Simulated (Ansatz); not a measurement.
The relaxed structure here is a generated cell of ScOF: the first start was made by placing the elements on the sites of a structure type, and the end was not matched to a known phase here, so it may be hypothetical.

The start is a generated trial cell of ScOF in the AFLOW prototype ABC_hP6_194_c_d_a (as in LiBC). Cell shape, volume and atoms are optimised at zero target pressure with PBE (plane waves to 420 eV, PAW, scalar-relativistic; Ansatz, a program for electronic structure). The first steps use a coarse 8×8×3 k-mesh.

Initial structure:
```yaml
crystal:
  lattice:
    - [3.14549, 0.00000, 0.00000]
    - [-1.57274, 2.72407, 0.00000]
    - [0.00000, 0.00000, 8.06717]
  atoms:
    - { symbol: Sc, position: [0.00000, 0.00000, 0.00000] }
    - { symbol: Sc, position: [0.00000, 0.00000, 0.50000] }
    - { symbol: O, position: [0.33333, 0.66667, 0.25000] }
    - { symbol: O, position: [0.66667, 0.33333, 0.75000] }
    - { symbol: F, position: [0.33333, 0.66667, 0.75000] }
    - { symbol: F, position: [0.66667, 0.33333, 0.25000] }
```

- Initial pressure: +23 GPa (positive: the cell is compressed)
- Energy released: 1.96 eV/atom
- Volume change: -9.1 %, from 11.52 to 10.48 Å³/atom
- Band gap at the end: no gap (metallic)
- Optimiser moves: 20

It ends as:

Space group P6₃/mmc (No. 194); a = 3.6464 Å, b = 3.6464 Å, c = 5.4591 Å, α = 90.00°, β = 90.00°, γ = 120.00°

```tsv
atom	site	symmetry	x	y	z
Sc	2a	-3m.	0.0000	0.0000	0.0000
O	2d	-6m2	0.6667	0.3333	0.2500
F	2c	-6m2	0.3333	0.6667	0.2500
```

Final values are on a 15×15×9 k-mesh of the relaxed cell. No spin polarisation in the result. The d or f electrons are treated with no Hubbard U.

The run could not lower the symmetry of its start; a shaken copy of this end point relaxes with PBE to P-1 (No. 2), 1.58 eV/atom lower.
